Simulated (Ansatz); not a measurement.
Input and command of a calculation in Ansatz (plane waves; scalar-relativistic PAW potentials unless the input names others):

```yaml
crystal:
  lattice:
    - [2.9128162305, -4.0303540204, 0.0]
    - [2.9128162305, 4.0303540204, 0.0]
    - [0.0, 0.0, 2.8502662825]
  atoms:
    - { symbol: Ti, position: [0.0, 0.0, 0.5] }
    - { symbol: Ti, position: [0.5, 0.0, 0.0] }
    - { symbol: Ti, position: [0.0, 0.5, 0.0] }
    - { symbol: O, position: [0.7627833108, 0.7627833108, 0.0] }
    - { symbol: O, position: [0.2588765552, 0.7411234448, 0.5] }
    - { symbol: O, position: [0.2372166892, 0.2372166892, 0.0] }
    - { symbol: O, position: [0.7411234448, 0.2588765552, 0.5] }
basis:
  ecutwfc: 420
kpoints:
  mp_grid: { grid: [8, 8, 14], shift: [0.5, 0.5, 0.5] }
hamiltonian:
  xc: pbesol
scf:
  occupations: { method: tetrahedron_uncorrected }
  convergence: { dr2_threshold: 0.0001 }
output:
  forces: true
  eigenvalues: true
  stress: true
```

```bash
ansatz run input.yaml --threads 2 --pin off --max-ram 5120MiB --backend cpu --events-out ev --progress --plain --runs-dir out
```

Abridged log:
```
Warning: scf.convergence.dr2_threshold = 1e-4 eV is looser than this run's default, which is 1e-7 eV or tighter. The error in the forces grows as the threshold's square root, so leave the key out unless less accurate forces are enough
Warning: output.stress: scf.convergence.dr2_threshold = 1e-4 eV is looser than the 7e-10 eV advised for a printed stress (1e-10 eV for each atom of the cell: 7). ...
Pseudopotentials: kind: paw
Pseudopotential: Ti, paw, valence charge 12, recommended cutoff 420 eV (normal)
Pseudopotential: O, paw, valence charge 6, recommended cutoff 420 eV (normal)
Functional definition: PBEsol
Crystal: 7 atoms, lattice volume = 66.922 Å³
Basis set: ecut = 420 eV, 1325 PW (Γ), exchange–correlation on 72×72×40 points (8 copies of the dense FFT grid, shifted against one another)
Bands: 37, of which v1, the nominal top of the filled ones, is band 30 counted from 1 (29 counted from 0)
Symmetry: 8 space group operations
Space group: Cmmm (ITA 65), of the structure as read, at distance tolerance 4.1e-5 Å
k-points: 140 of 896
Initial density: superposition of atomic densities (neutral atoms: chi_scale 0, normalization atom), corrected by the library's trained network
Initial wavefunctions: pseudopotential atomic-orbital guess
Functional: x = pbesol(κ = 0.804, μ = 0.12345679), c = pbesol(β = 0.046)
SCF iter   1: F=—  HF=-9674.806200 eV  |F-HF|=—  |Δ(HF+E_count)|=         —  Δρ=1.74e-2  dr2=1.54e-1  ethr=1.77e-3  ⟨swp⟩=6.2  Hψ=21113  notcnv=0
SCF iter   2: F=—  HF=-9674.768241 eV  |F-HF|=—  |Δ(HF+E_count)|=   3.80e-2  Δρ=6.43e-3  dr2=2.82e-2  ethr=2.57e-4  ⟨swp⟩=2.1  Hψ=9032  notcnv=0  defer=226
SCF iter   3: F=—  HF=-9674.764564 eV  |F-HF|=—  |Δ(HF+E_count)|=   3.68e-3  Δρ=3.97e-3  dr2=1.84e-2  ethr=4.69e-5  ⟨swp⟩=2.9  Hψ=8334  notcnv=0  defer=232
SCF iter   4: F=—  HF=-9674.762925 eV  |F-HF|=—  |Δ(HF+E_count)|=   1.64e-3  Δρ=2.15e-3  dr2=4.63e-3  ethr=3.06e-5  ⟨swp⟩=2.1  Hψ=6843  notcnv=0  defer=232
SCF iter   5: F=—  HF=-9674.762399 eV  |F-HF|=—  |Δ(HF+E_count)|=   5.26e-4  Δρ=8.22e-4  dr2=1.25e-3  ethr=7.71e-6  ⟨swp⟩=2.4  Hψ=6022  notcnv=0  defer=232
SCF iter   6: F=—  HF=-9674.762294 eV  |F-HF|=—  |Δ(HF+E_count)|=   1.05e-4  Δρ=3.74e-4  dr2=2.63e-4  ethr=2.08e-6  ⟨swp⟩=2.0  Hψ=7524  notcnv=0  defer=232
SCF iter   7: F=-9674.762292 eV  HF=-9674.762320 eV  |F-HF|=2.86e-5  |Δ(HF+E_count)|=   2.58e-5  Δρ=2.97e-4  dr2=5.67e-5  ethr=1.67e-7  ⟨swp⟩=5.7  Hψ=22348  notcnv=0
SCF 1 converged in 7 iterations: F = -9674.762292 eV  dr2 = 5.67e-5
SCF converged after 7 iterations
Free energy (F): -9674.762292 eV
Harris-Foulkes:  -9674.762320 eV  (|F-HF|=2.86e-5)
Internal energy: -9674.762200 eV  (E = F + TS)
E sigma→0 (E₀):  -9674.762292 eV
Entropy (-TS):   -0.000092 eV (-0.013 meV/atom)
Fermi energy:    15.353300 eV
--- Forces (eV/Å), atoms counted from 1 ---
  atom   1  Ti     0.00000000     0.00000000     0.00000000
  atom   2  Ti     0.00000000     0.00000000     0.00000000
  atom   3  Ti     0.00000000     0.00000000     0.00000000
  atom   4  O     -0.53361894     0.00000000     0.00000000
  atom   5  O      0.00000000    -0.10292579     0.00000000
  atom   6  O      0.53361894     0.00000000     0.00000000
  atom   7  O      0.00000000     0.10292579     0.00000000
--- Stress (GPa, compression-positive) ---
       11.180694       0.000000       0.000000
        0.000000       3.274192       0.000000
        0.000000       0.000000      19.736026
  P = ⅓ Tr σ = 11.3970 GPa (113.970 kbar)
```

Apart from outputs and empty bands, the input differs from a reference run on usual settings in kpoints.mp_grid.shift: not typed → [0.5, 0.5, 0.5]; scf.occupations.width: 0.15 → not typed; scf.occupations.method: "gaussian" → "tetrahedron_uncorrected"; scf.convergence.dr2_threshold: not typed → 0.0001. The reference, at the same geometry (not necessarily relaxed), gave pressure 11.31 GPa, largest force 0.550 eV/Å, no gap on the mesh. This run converged in 7 SCF iterations (reference: 6) with an energy at zero smearing 6.16 meV/atom above the reference's, pressure 11.40 GPa, largest force 0.534 eV/Å, no gap on the mesh. Its SCF threshold is looser than usual, and the result moved.

The run took 20 s on 2 threads of Intel(R) Xeon(R) Processor @ 2.50GHz (Skylake/Cascade Lake), on a shared host, peak memory 0.54 GiB.